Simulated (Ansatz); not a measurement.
# Structure types of Zr compared at 15 GPa

Structure types of Zr are relaxed in primitive cells with their symmetry kept at 15 GPa, first on PAW files, then by LAPW. The enthalpy is E + pV at zero temperature, without zero-point motion. Only the types listed were tried, and differences under about 5 meV/atom are mesh noise. Not among the end structures: fcc, bcc, which may lie lower.

Computed with Ansatz 0.2.0; functional LDA, scalar-relativistic. Settings: Fermi–Dirac smearing of 0.1 eV, no spin polarisation. Methods: LAPW: all electrons, basis error target 0.5 meV/atom; PAW: frozen-core files, cutoff 420 eV.

k meshes: hcp 15×15×8, simple hexagonal 15×15×14, sc 14×14×14, diamond 12×12×12.

The PAW files were made under PBE.

| start type | ends as | a, b, c (Å) | V (Å³/atom) | H − H(lowest), LAPW (meV/atom) |
| --- | --- | --- | --- | --- |
| hcp | hcp, P6_3/mmc | 2.988, 2.988, 4.986 | 19.27 | 0.0 |
| simple hexagonal | simple hexagonal, P6/mmm | 2.834, 2.834, 2.792 | 19.42 | ? |
| sc | sc, Pm-3m | 2.705, 2.705, 2.705 | 19.80 | ? |
| diamond | diamond, Fd-3m | 5.601, 5.601, 5.601 | 21.96 | 2733.6 |

What belongs in the row "simple hexagonal", column "H − H(lowest), LAPW (meV/atom)"?

350.6.

Fill in "H − H(lowest), LAPW (meV/atom)" for the row "sc".

901.9.

Split the lead of hcp over simple hexagonal into energy and pV.

For simple hexagonal less hcp: ΔE = +336.7 meV/atom, and p·ΔV = 15 GPa × +0.1479 Å³ × 6.242 meV/(GPa·Å³) = +13.8 meV/atom, together 350.5 meV/atom. hcp wins on both counts.
